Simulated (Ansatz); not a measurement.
Input:

Mg (hcp, Mg type)

```cif
data_Mg2
_chemical_formula_sum 'Mg2'
_space_group_name_H-M_alt 'P63/mmc'
_space_group_IT_number 194
_space_group_name_Hall '-P 6c 2c'
_cell_length_a 3.17308
_cell_length_b 3.17308
_cell_length_c 5.18247
_cell_angle_alpha 90.000
_cell_angle_beta 90.000
_cell_angle_gamma 120.000
loop_
_atom_site_label
_atom_site_type_symbol
_atom_site_symmetry_multiplicity
_atom_site_Wyckoff_symbol
_atom_site_fract_x
_atom_site_fract_y
_atom_site_fract_z
_atom_site_occupancy
Mg1 Mg 2 d 0.66667 0.33333 0.25000 1
```

This relaxed cell (volume V₀) is scaled evenly in all directions, its shape held. Symmetry pins the atoms to their sites.

Level of theory: r2SCAN (plane waves to 500 eV, PAW, scalar-relativistic; Ansatz, a quantum-chemistry and plane-wave program). k mesh 18×18×10 (Γ-centred), Fermi-Dirac smearing 0.05 eV. The energy includes the smearing's −TS. Stress and pressure are positive under compression. With the shape held, the modulus is that of even scaling; a crystal free to change shape is softer. Mg was relaxed with its symmetry unable to fall. ΔE is measured from the relaxed starting cell.

The scan covers V/V₀ from 0.840 to 1.160 in 9 points.

Problem. What is the fitted pressure derivative B₀′?

Solution. 3.9.

Problem. What bulk modulus at fixed cell shape B₀ follows from a third-order Birch-Murnaghan fit?

Solution. 39.6 GPa.

(Under strain, the slope of the energy per volume gives the stress and its curvature an elastic modulus.)
